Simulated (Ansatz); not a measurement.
One input, then a changed one: ReBi (CsCl type)

First run: DFT, PBE, PAW with Ansatz's default frozen-core files, scalar-relativistic (Ansatz 0.2.0).

Command: `ansatz run input.yaml --threads 1 --pin off --max-ram 2048MiB --backend cpu --events-out ev --progress --plain --runs-dir out` It took 3 s on 1 thread of Arm Neoverse V1, with other jobs on the host, peak memory 0.31 GiB.

```yaml
crystal:
  lattice:
    - [3.0150984184, 0.0, 0.0]
    - [0.0, 3.0150984184, 0.0]
    - [0.0, 0.0, 3.0150984184]
  atoms:
    - { symbol: Re, position: [0.0, 0.0, 0.0] }
    - { symbol: Bi, position: [0.5, 0.5, 0.5] }
kpoints:
  mp_grid: { grid: [11, 11, 11] }
scf:
  occupations: { method: fermi_dirac, width: 0.05 }
hamiltonian:
  xc: pbe
  pseudopotentials: { kind: paw }
output:
  forces: true
  stress: true
  eigenvalues: true
  populations: true
  write_density: true
  write_potential: true
  elf: true
  volumetric_format: npy
```

The cell comes from a relaxation on PAW files under the same functional, begun from a prototype that needn't be the stable phase.

This run: volume at 0.7 of the series' base cell.

It converges in 6 SCF iterations at a pressure of 133.4 GPa, cutoff 420 eV.

The input is then changed:

```diff
   occupations: { method: fermi_dirac, width: 0.05 }
+  mixing: { preconditioner: resta }
 hamiltonian:
   pseudopotentials: { kind: paw }
+  dispersion: d4
 output:
   populations: true
-  write_density: true
-  write_potential: true
-  elf: true
-  volumetric_format: npy
```

Question: What does the second run give?

Answer: It converges in 6 SCF iterations at a pressure of 123.4 GPa, cutoff 420 eV. More than one line changes, and not each need have an effect.
